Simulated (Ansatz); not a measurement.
## Relaxation of ZnIr

Level of theory: DFT PBEsol, scalar-relativistic, plane waves, PAW (Ansatz). Run with 420 eV cutoff, 18×18×10 k-mesh, Gaussian smearing of 0.10 eV, no spin polarisation.

What was changed: uniaxial strain along c, with a, b and atoms relaxed: +1.0 %.

Spin–orbit coupling is left out, which can shift energies with elements as heavy as these.

Input:

```yaml
crystal:
  lattice:
    - [2.7508512436, 0.0, 0.0]
    - [-1.3754256218, 2.382307059, 0.0]
    - [0.0, 0.0, 4.19492648]
  atoms:
    - { symbol: Zn, position: [0.6666666667, 0.3333333333, 0.5] }
    - { symbol: Ir, position: [0.0, 0.0, 0.0] }
basis:
  ecutwfc: 420
kpoints:
  mp_grid: { grid: [18, 18, 10] }
hamiltonian:
  xc: pbesol
scf:
  occupations: { method: gaussian, width: 0.1 }
output:
  forces: true
  stress: true
  eigenvalues: true
relax:
  adjacent_minimum: "off"
  f_tol: 0.008
  max_steps: 40
  cell: { stress_tol: 0.05, fix: [c, angles] }
```

F is the free energy. Steps run on the plane waves of an earlier cell, but the last one, and at times one on the way, on a freshly chosen basis, so a repeated geometry can differ a little in energy. The held parts of the cell keep their stress, so P needn't end at zero.

Steps:

```
step F − F(1) (eV) largest force component (eV/Å) V (Å³/atom) P (GPa)
   1         0.0000                           0.000       13.745    -1.18
   2         0.0000                           0.000       13.725    -0.83
   3         0.0000                           0.000       13.733    -0.97
   4         0.0000                           0.000       13.733    -0.97
```

Relaxed structure:

```xyz
2
Lattice="2.7496 0.0000 0.0000 -1.3748 2.3813 0.0000 0.0000 0.0000 4.1949" Properties=species:S:1:pos:R:3 pbc="T T T"
Zn    1.3748    0.7938    2.0975
Ir    0.0000    0.0000    0.0000
```

Symmetry: P-6m2, No. 187, hexagonal system. The conventional cell has a = 2.750 Å, b = 2.750 Å, c = 4.195 Å, α = 90.00°, β = 90.00°, γ = 120.00°. Around Zn (site symmetry -6m2) lie 6 Ir at 2.63 Å and 6 Zn at 2.75 Å. Around Ir (site symmetry -6m2) lie 6 Zn at 2.63 Å and 6 Ir at 2.75 Å.

The run converged. The run took of the order of 100 core-seconds.